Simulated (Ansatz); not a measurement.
Given:

PtS₂:
```cif
data_PtS2
_chemical_formula_sum 'Pt1 S2'
_space_group_name_H-M_alt 'P-3m1'
_space_group_IT_number 164
_space_group_name_Hall '-P 3 2"'
_cell_length_a 3.55080
_cell_length_b 3.55080
_cell_length_c 5.20270
_cell_angle_alpha 90.000
_cell_angle_beta 90.000
_cell_angle_gamma 120.000
loop_
_atom_site_label
_atom_site_type_symbol
_atom_site_symmetry_multiplicity
_atom_site_Wyckoff_symbol
_atom_site_fract_x
_atom_site_fract_y
_atom_site_fract_z
_atom_site_occupancy
Pt1 Pt 1 a 0.00000 0.00000 0.00000 1
S1 S 2 d 0.33333 0.66667 0.23558 1
```

This is the r²SCAN+D4-relaxed structure.

**Question.** All from the program Ansatz at the r²SCAN+D4 level (PAW), unless another level is named. Predict the band gap.

**Answer.** 0.87 eV (indirect).

**Question.** Next, the hole effective mass with spin–orbit coupling?

**Answer.** 0.36, 0.60, 1.7 mₑ (principal values).

**Question.** Next, the electron effective mass?

**Answer.** 0.21, 0.34, 0.53 mₑ (principal values).

**Question.** Next, the smallest direct gap on the standard path?

**Answer.** 1.13 eV.

**Question.** What about the Z2 indices of the occupied bands with spin–orbit coupling?

**Answer.** 0;(000).

Symmetry was held in the r²SCAN+D4 relaxation; phonons on a q-mesh show no instability. No spin polarisation was allowed. Scalar-relativistic: spin–orbit coupling is off unless named, which matters more the heavier the elements.

Potentials: the later of the program's two PAW sets.
